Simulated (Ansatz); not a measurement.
## Nb3Pb: the relaxed cell by functional

The starting cell is an entry of the Crystallography Open Database (1974):

```
Nb Pb
1.0
     5.33300    0.00000    0.00000
     0.00000    5.33300    0.00000
     0.00000    0.00000    5.33300
Nb Pb
6 2
Direct
  0.25000 0.00000 0.50000
  0.50000 0.75000 0.00000
  0.75000 0.00000 0.50000
  0.50000 0.25000 0.00000
  0.00000 0.50000 0.75000
  0.00000 0.50000 0.25000
  0.00000 0.00000 0.00000
  0.50000 0.50000 0.50000
```

Atoms and cell were relaxed at zero pressure with plane-wave PAW DFT (Ansatz 0.2.0; one set of PAW datasets, made under PBE, for all functionals; 420 eV, r2SCAN 500 eV; 6×6×6 Γ-centred mesh, fermi-dirac occupations of width 0.100 eV; no spin polarisation, no spin-orbit coupling, no dispersion correction), keeping the symmetry (Pm-3n, No. 223).

Problem. What cells and energies do LDA, PBEsol, PBE, r2SCAN give?

Solution. The relaxed conventional cells:

```json
{"functional": "LDA", "a (Å)": "5.269", "volume (Å³/atom)": "18.28", "formation energy (eV/atom)": "0.051"}
{"functional": "PBEsol", "a (Å)": "5.307", "volume (Å³/atom)": "18.68", "formation energy (eV/atom)": "0.063"}
{"functional": "PBE", "a (Å)": "5.372", "volume (Å³/atom)": "19.37", "formation energy (eV/atom)": "0.110"}
{"functional": "r2SCAN", "a (Å)": "5.353", "volume (Å³/atom)": "19.17", "formation energy (eV/atom)": "0.023"}
{"functional": "the entry", "a (Å)": "5.333", "volume (Å³/atom)": "18.96", "formation energy (eV/atom)": "–"}
```

LDA gives the smallest volume and PBE the largest, 6.0 % more, the usual order, since LDA overbinds and PBE's gradient terms loosen the lattice. Against the entry's volume: LDA -3.6 %, PBEsol -1.5 %, PBE +2.2 %, r2SCAN +1.1 %; r2SCAN and PBEsol come about as near. The formation energies span 0.09 eV an atom, lowest under r2SCAN.

Caveats: each relaxation keeps the start's symmetry, so a distorted cell may lie lower; computed cells are at 0 K with fixed nuclei, while the entry holds thermal expansion, often some tenths of a per cent in volume and more in soft crystals; no spin-orbit coupling, which moves formation energies of heavy elements; all formation energies are positive, so the entry may not be the true structure of this compound; formation energies are at zero smearing against the elements' usual phases under the same functional, gases as free molecules, uncorrected; no spin was allowed, so a state with moments may lie lower.
